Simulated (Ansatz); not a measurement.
Calculated ¹³⁷Ba NMR of the central transition for BaZnPF

Cell: a structure deposited in the COD whose atoms were relaxed with PBE, the cell held.

Space group P4/nmm:1 (No. 129); a = 4.1563, c = 9.4574 Å.

```
site  Wyckoff  site symmetry       x       y       z
  Ba       2c            4mm  0.5000  0.0000  0.3304
  Zn       2a           -4m2  0.5000  0.5000  0.0000
   P       2c            4mm  0.0000  0.5000  0.1492
   F       2b           -4m2  0.5000  0.5000  0.5000
```

One atom of each set is listed.

All values are calculated (Ansatz; DFT, PBE, plane waves and PAW, scalar-relativistic, 420 eV cutoff, Γ-centred 8×8×4 k-points, Fermi–Dirac smearing 0.05 eV), not measured.

¹³⁷Ba has I = 3/2 and Q = 236.0 mb (Pyykkö 2018); at 35.2 T its Larmor frequency is ν₀ = 167.7 MHz (from the bare nuclear moment; shielding lowers the observed one by a per cent or two). Only the quadrupole interaction is simulated: positions count from each site's isotropic chemical shift, and J coupling is left out, as are shift anisotropy and dipolar coupling, which fast spinning averages.

Simulated pattern of one Ba site (fast magic-angle spinning, Gaussian broadening 0.5 kHz):

```tsv
offset (kHz)	height
-10.771	0
-10.518	1
-10.265	3
-10.012	5
-9.759	5
-9.506	5
-9.253	6
-9.000	6
-8.747	6
-8.494	6
-8.241	6
-7.988	6
-7.735	6
-7.482	6
-7.229	7
-6.976	9
-6.723	26
-6.470	65
-6.217	77
-5.964	61
-5.711	50
-5.458	44
-5.205	42
-4.952	40
-4.699	39
-4.446	38
-4.193	38
-3.940	38
-3.687	39
-3.434	40
-3.181	41
-2.928	44
-2.675	47
-2.422	52
-2.169	61
-1.916	80
-1.663	100
-1.410	71
-1.157	19
-0.904	2
```

(1) Which |C_Q| and η does the pattern imply?

Results:

(1) The pattern spans 8.85 kHz before broadening and its centre of gravity is at -4.13 kHz, which fixes P_Q; the places of the horns and steps fix η. That gives P_Q = 5.26 MHz, |C_Q| = 5.26 MHz and η = 0.00. The sign of C_Q can't be read from the pattern.

An axis of threefold or higher order runs through Ba, so V_zz lies along it and η is zero.

Without spin–orbit coupling (the program notes it for Ba) the gradients can shift somewhat, as the gap is small. With a gap of 0.4 eV on this mesh, small gradients can still move by 0.1 × 10²¹ V/m² or more as the k-mesh gets denser.

The relaxation (3 steps) took 71 s of wall time (71 s of CPU time) and 0.61 GiB at its peak, on 1 thread of Arm Neoverse V1 (aarch64; 8 cores open to the job, memory cap 3.0 GiB, no GPU), a shared host with a load of 0.7 a core.
